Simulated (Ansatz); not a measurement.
Task: Name crystals whose computed values (plane-wave PAW PBE+D3(BJ) (Ansatz code)) fall in these windows: B₀ by P(V) fit (GPa) 18 to 26; gap (eV) 0.90 to 1.3; electron conductivity mass (mₑ) 0.21 to 0.25.

Result: 

```csv
crystal,B₀ by P(V) fit (GPa),gap (eV),electron conductivity mass (mₑ)
"LiInP2Se6, P-31c (Li on 2a, In on 2d, P on 4f, Se on 12i)",21.8,1.11,0.23
```
Others may fit too.

Typed or built starts, not in the databases checked: LiInP2Se6, P-31c (Li on 2a, In on 2d, P on 4f, Se on 12i). The cell was relaxed under the symmetry of its start. Scalar-relativistic: spin–orbit coupling is off unless named, which matters more the heavier the elements.

Potentials: the later of the program's two PAW sets.
